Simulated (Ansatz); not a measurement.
TaNiTe$_{5}$:
Space group Cmcm (No. 63); a = 3.713 Å, b = 13.878 Å, c = 15.166 Å, α = β = γ = 90.00°

| atom | site | symmetry | x | y | z |
|---|---|---|---|---|---|
| Ta | 4c | m2m | 0.0000 | 0.5095 | 0.2500 |
| Ni | 4a | 2/m.. | 0.0000 | 0.0000 | 0.0000 |
| Te | 8f | m.. | 0.0000 | 0.5995 | 0.0748 |
| Te | 8f | m.. | 0.0000 | 0.0972 | 0.6449 |
| Te | 4c | m2m | 0.0000 | 0.1637 | 0.2500 |
(The calculation used a cell of 14 atoms; values per cell refer to that cell.)

Relaxed with r²SCAN.

### Question
Which orbitals make up the states near the Fermi level in r²SCAN (plane waves, PAW; program Ansatz)?

### Answer
Within 0.5 eV of the Fermi level: Te 5p 69 %, Ta 5d 13 %, Ni 3d 12 %. Projections are on Löwdin-orthogonalised atomic valence shells; empty p or d shells of many metals are not among them.

### Question
Tabulate the density of states.

### Answer
States/eV per cell of 14 atoms, in 0.25 eV bins, energy from the Fermi level.

```csv
E (eV),total,Te 5p,Ni 3d,Ta 5d
-7.85,0.00,0.00,0.00,0.00
-7.60,0.00,0.00,0.00,0.00
-7.35,0.00,0.00,0.00,0.00
-7.10,0.00,0.00,0.00,0.00
-6.85,0.00,0.00,0.00,0.00
-6.60,0.00,0.00,0.00,0.00
-6.35,0.00,0.00,0.00,0.00
-6.10,1.44,1.01,0.02,0.07
-5.85,6.53,4.53,0.19,0.29
-5.60,8.58,6.15,0.31,0.41
-5.35,5.93,4.49,0.23,0.51
-5.10,11.17,8.70,0.47,1.06
-4.85,8.39,6.25,0.52,0.80
-4.60,9.44,6.79,0.81,0.84
-4.35,10.10,7.26,1.02,0.85
-4.10,12.67,8.77,1.91,0.83
-3.85,7.42,4.91,1.40,0.45
-3.60,7.50,4.75,1.86,0.51
-3.35,14.86,8.44,4.35,1.46
-3.10,13.30,7.55,3.76,1.43
-2.85,13.41,7.01,4.27,1.51
-2.60,17.05,8.01,5.92,2.25
-2.35,18.38,7.65,7.39,2.42
-2.10,17.65,7.08,7.90,1.95
-1.85,21.65,8.59,10.00,2.13
-1.60,21.93,9.26,9.54,2.31
-1.35,13.77,7.34,3.80,2.07
-1.10,12.39,7.99,2.06,1.76
-0.85,8.45,5.95,1.01,1.06
-0.60,7.73,5.64,0.76,0.92
-0.35,6.42,4.49,0.59,0.95
-0.10,4.13,2.87,0.47,0.51
0.15,3.11,2.07,0.43,0.38
0.40,5.27,3.54,0.75,0.62
0.65,4.82,3.11,0.66,0.73
0.90,7.94,4.96,1.29,1.16
1.15,3.16,2.02,0.56,0.37
1.40,9.45,5.64,1.30,1.90
1.65,7.77,4.53,0.89,1.90
1.90,11.40,5.73,0.87,4.18
2.15,7.69,3.05,0.30,3.64
2.40,11.19,3.63,0.22,5.97
2.65,8.16,3.16,0.11,3.91
2.90,6.80,2.73,0.07,3.15
3.15,10.16,4.32,0.12,4.17
3.40,9.14,3.88,0.09,3.74
3.65,10.53,4.51,0.09,4.51
3.90,4.71,1.76,0.03,1.90
4.15,3.00,0.82,0.02,0.55
4.40,2.67,0.66,0.02,0.20
4.65,4.23,1.04,0.03,0.28
```

The first step of the workflow began from a Materials Project structure, measured or hypothetical; the Crystallography Open Database copy checked does not list it. Its standing as an ambient phase is unchecked. The cell was relaxed with r²SCAN under the symmetry of its start; its stability against distortions is not shown here. No spin polarisation was allowed. A crystal of weakly bound layers computed without a dispersion correction: the cell and the soft elastic constants depend strongly on that. Spin–orbit coupling is left out wherever it is not named.

Potentials: the later of the program's two PAW sets.
